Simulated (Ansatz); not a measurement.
## Relaxing a structure of Al₂Au

The start is a relaxed Al2Au cell deformed by the Cartesian strain tensor (xx, yy, zz, yz, xz, xy) = (0.037, 0.041, -0.028, -0.065, -0.064, 0.030). A full variable-cell relaxation at zero pressure is run with PBE (plane waves to 420 eV, PAW, scalar-relativistic; Ansatz, an electronic-structure program). The first steps use a coarse 9×9×8 k-mesh.

Starting cell:
```yaml
crystal:
  lattice:
    - [-0.10151, 2.95900, 2.74992]
    - [2.94991, -0.10454, 2.75295]
    - [3.23324, 3.24536, -0.38787]
  atoms:
    - { symbol: Al, position: [0.25000, 0.25000, 0.25000] }
    - { symbol: Al, position: [0.75000, 0.75000, 0.75000] }
    - { symbol: Au, position: [0.00000, 0.00000, 0.00000] }
```

| Quantity | Result |
|---|---|
| Energy released | 0.14 eV/atom |
| Volume change | -3.9 %, from 19.29 to 18.55 Å³/atom |
| Relative to the parent | It relaxes back to the parent, Fm-3m (No. 225) |
| Shortest distances (start → end) | The closest pairs of elements (up to four, under 3.6 Å), start → end: Al–Au 2.50 → 2.62 Å; Al–Al 2.96 → 3.03 Å |
| Band gap at the end | zero (metallic) |
| Optimiser moves | 9 |

Final structure:

Space group Fm-3m (No. 225); a = 6.0604 Å, b = 6.0604 Å, c = 6.0604 Å, α = 90.00°, β = 90.00°, γ = 90.00°

```tsv
atom	site	symmetry	x	y	z
Al	8c	-43m	0.2500	0.2500	0.2500
Au	4a	m-3m	0.0000	0.0000	0.0000
```
(The calculation used a cell of 3 atoms; values per cell refer to that cell.)

Final values are on a 13×13×13 k-mesh of the relaxed cell. No spin polarisation in the result.

The run could not lose the symmetry of its start.
